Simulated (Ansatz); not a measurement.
ZrB$_{2}$:
```xyz
3
Lattice="3.1672 0.0000 0.0000 -1.5836 2.7429 0.0000 0.0000 0.0000 3.5516" Properties=species:S:1:pos:R:3 pbc="T T T"
Zr     0.0000     0.0000     0.0000
B      0.0000     1.8286     1.7758
B      1.5836     0.9143     1.7758
```

This is the r²SCAN-relaxed structure.

**Question.** All from r²SCAN in the plane-wave PAW code Ansatz, unless another level is named. Estimate the electronic character.

**Answer.** metallic (no gap).

**Question.** Predict the formation energy from the elements (no fitted shifts).

**Answer.** -1.07 eV/atom.

**Question.** Next, the density of states at the Fermi level?

**Answer.** 0.09 states/eV per atom (mean over ±0.08 eV).

Space group P6/mmm. The cell was relaxed with r²SCAN under the symmetry of its start. The run is not spin-polarised. The references are the lowest solids computed at this level, not always the standard phases. Scalar-relativistic: spin–orbit coupling is off unless named, which matters more the heavier the elements.

Potentials: the later of the program's two PAW sets.
